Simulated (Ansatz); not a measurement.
Starting cell, Al₂Cu (Al2Cu type, space group I4/mcm):

```
CELL_PARAMETERS angstrom
     -3.02979     3.02979     2.43726
      3.02979    -3.02979     2.43726
      3.02979     3.02979    -2.43726
ATOMIC_POSITIONS crystal
  Al 0.65828 0.15828 0.81655
  Al 0.84172 0.65828 0.50000
  Al 0.15828 0.34172 0.50000
  Al 0.34172 0.84172 0.18345
  Cu 0.25000 0.25000 0.00000
  Cu 0.75000 0.75000 0.00000
```

In each cell atom 1 (Al, nearest neighbour Cu at 2.587 Å; its periodic images, 4.9 Å or more away, move with it) moves by s·(-0.371, 0.800, -0.471) (towards the nearest neighbour), the rest being held.

All values below come from PBE (plane waves to 420 eV, PAW, scalar-relativistic; Ansatz, a quantum-chemistry and plane-wave program). k mesh 10×10×10 (Γ-centred), Fermi-Dirac smearing 0.05 eV. With partly filled bands, energies and forces of such displacements shift with the k mesh and the smearing. F∥ is the force on the atom along that direction. Al2Cu is run without spin polarisation. Al2Cu was relaxed with its symmetry unable to fall. 

```json
[
 {"s (Å)": "-0.260", "F∥ (eV/Å)": "1.333"},
 {"s (Å)": "-0.208", "F∥ (eV/Å)": "1.065"},
 {"s (Å)": "-0.156", "F∥ (eV/Å)": "0.803"},
 {"s (Å)": "-0.104", "F∥ (eV/Å)": "0.543"},
 {"s (Å)": "-0.052", "F∥ (eV/Å)": "0.280"},
 {"s (Å)": "0.000", "F∥ (eV/Å)": "0.006"},
 {"s (Å)": "0.052", "F∥ (eV/Å)": "-0.284"},
 {"s (Å)": "0.104", "F∥ (eV/Å)": "-0.596"},
 {"s (Å)": "0.156", "F∥ (eV/Å)": "-0.939"},
 {"s (Å)": "0.208", "F∥ (eV/Å)": "-1.318"},
 {"s (Å)": "0.260", "F∥ (eV/Å)": "-1.744"}
]
```

Question: What is the force constant k = d²E/ds² of this move at s = 0?

Answer: 5.40 eV/Å². The forces along the line at the two nearest points give (0.280 − (-0.284)) / (2·0.052) = 5.42 eV/Å²; the next pair corrects for the finite step.

(A displaced cell: forces are minus the slopes of the energy, force constants its curvatures, and phonons follow from these.)
